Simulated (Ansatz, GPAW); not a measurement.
## Sn3Se: energy against volume and a worked fit

It takes space group Pm-3m (No. 221, cubic). The conventional cell has a = 4.742 Å, b = 4.742 Å, c = 4.742 Å, α = 90.00°, β = 90.00°, γ = 90.00°. Around Sn (site symmetry 4/mmm) lie 8 Sn at 3.35 Å and 4 Se at 3.35 Å. Se (site symmetry m-3m) has 12 Sn at 3.35 Å as nearest neighbours.

The cell comes from a database or a generator and needn't be the stable form of this composition.

The cell was scaled at fixed shape and fractions and run with Ansatz, all-electron LAPW, scalar-relativistic; PBEsol, k mesh 6 × 6 × 6 on the cell of 4 atoms, fermi-dirac occupations of 0.05 eV, no spin polarisation, no spin-orbit coupling. Energies are those that the program minimises, any entropy of the smearing included. For a metal such a mesh isn't converged to the digits shown.

| V (Å³/atom) | energy over the lowest row (meV/atom) |
| --- | --- |
| 25.0564 | 0.00 |
| 25.5895 | 0.48 |
| 26.1227 | 4.54 |
| 26.6558 | 11.83 |
| 27.1889 | 21.99 |
| 27.7220 | ? |
| 28.2551 | 49.81 |

Problem. Fit the third-order Birch-Murnaghan form, give V0, B0 and B′, and predict the energy left open.

Solution. With y = (V0/V)^(2/3), E = E0 + (9 V0 B0/16) [(y - 1)³ B′ + (y - 1)² (6 - 4y)]. Least squares through the rows shown give V0 = 25.2538 Å³/atom, E0 = -0.27 meV, B0 = 54.68 GPa (1 eV/Å³ = 160.218 GPa) and B′ = 4.20, with a largest miss of 0.01 meV. At V = 27.7220 the form with these constants gives 34.74 meV; the run gave 34.75 meV an atom. Other set-ups at this level, from all their volumes (Å³/atom, GPa): GPAW, PAW data sets generated for this functional: V0 25.165, B0 55.07.
